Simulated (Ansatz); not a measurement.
**Si: energy along a strain**

Si, I4/mmm, a = 6.655 Å, c = 3.844 Å. This isn't the element's structure at ambient conditions. Ansatz: r2SCAN, PAW, 500 eV, Γ-centred 10×10×10 mesh on 4 atoms, Gaussian smearing 0.05 eV; no spin polarisation. Cell vectors (Å): -3.327 3.327 1.922; 3.327 -3.327 1.922; 3.327 3.327 -1.922. The cell is strained by x per cent times the pattern (1 -1 0 0 0 0) in the order xx yy zz yz xz xy (engineering shears), with fractional coordinates held. y is the free energy over the start, V0 = 21.277 Å³/atom. Symmetry makes y even in x.

| x (%) | y (meV/atom) |
| --- | --- |
| -2.00 | 10.41 |
| -1.00 | ? |
| 0.00 | 0.00 |
| 0.50 | 0.65 |
| 1.50 | 5.85 |
| 1.75 | 7.97 |

Question: Fit y = c2 x² + c4 x⁴ to the other rows, get the stiffness along the pattern, and predict the missing energy.

Answer: Least squares on the rows shown. y = 2.598 x² + 0.001089 x⁴. The clamped-ion stiffness p·C·p = 2 × 25.98 eV × 160.2 / 21.277 Å³ = 391 GPa. At x = -1.00 the fit asked for gives 2.60 meV/atom. The run gave 2.60 meV/atom, the same to the digits shown.

Cost: 6 runs of about 4.6 core-minutes in all, on Intel Xeon Processor @ 2.50GHz (Skylake/Cascade Lake) (shared hosts).